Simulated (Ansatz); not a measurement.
From the elastic tensor of TiAl3 at 11 GPa (stress–strain coefficients) to moduli and sound speeds

Method: DFT LDA, scalar-relativistic, plane waves, PAW (Ansatz 0.2.0). Cutoff 420 eV, 12×12×12 k-points (Γ-centred), Fermi-Dirac smearing of 0.15 eV. No spin polarisation.

Symmetry: Pm-3m, No. 221, cubic system. Conventional cell: a = 3.810 Å, b = 3.810 Å, c = 3.810 Å, α = 90.00°, β = 90.00°, γ = 90.00°. Ti (site symmetry m-3m) is surrounded by 12 Al at 2.69 Å. Around Al (site symmetry 4/mmm) lie 4 Ti at 2.69 Å and 8 Al at 2.69 Å.

In a metal, frequencies and elastic constants depend on the k mesh and the smearing, soft modes and shear constants most. Other phases may be more stable at this pressure.

Relaxed-ion constants (GPa, on the Cartesian axes of the calculation):
C11 = 268.0, C12 = 104.7, C13 = 104.7, C22 = 268.0, C23 = 104.7, C33 = 268.0, C44 = 116.9, C55 = 116.9, C66 = 116.9 GPa; the others vanish.

Density 3.868 g/cm³; 4 atoms in 55.31 Å³.

The values that follow are for a polycrystal of randomly turned grains, by Hill's mean where one number stands.

With S = C⁻¹: B_V = (C11+C22+C33+2(C12+C13+C23))/9, G_V = (C11+C22+C33−C12−C13−C23+3(C44+C55+C66))/15, 1/B_R = S11+S22+S33+2(S12+S13+S23), 15/G_R = 4(S11+S22+S33−S12−S13−S23)+3(S44+S55+S66); Hill is their mean. Then v_l = √((B+4G/3)/ρ), v_t = √(G/ρ), v_m = [(2/v_t³+1/v_l³)/3]^(−1/3) and Θ = (ħ/k_B)·v_m·(6π²n/V)^(1/3) for n atoms in the volume V; E = 9BG/(3B+G), ν = (3B−2G)/(2(3B+G)) and A^U = 5G_V/G_R + B_V/B_R − 6.

* Bulk modulus, Voigt / Reuss / Hill: 159.1 / 159.1 / 159.1 GPa
* Shear modulus, Voigt / Reuss / Hill: 102.8 / 99.7 / 101.2 GPa
* Young's modulus: 251 GPa
* Poisson ratio: 0.238
* Pugh ratio B/G: 1.57
* Universal anisotropy index: 0.16
* Longitudinal and transverse sound speeds: 8721 and 5116 m/s
* Debye temperature from the mean sound speed: 704 K

This form isn't the usual stable structure of the compound at low pressure.

Cost: 1 run of about 1.9 core-minutes, on Intel Xeon Processor @ 2.50GHz (Skylake/Cascade Lake) (shared hosts).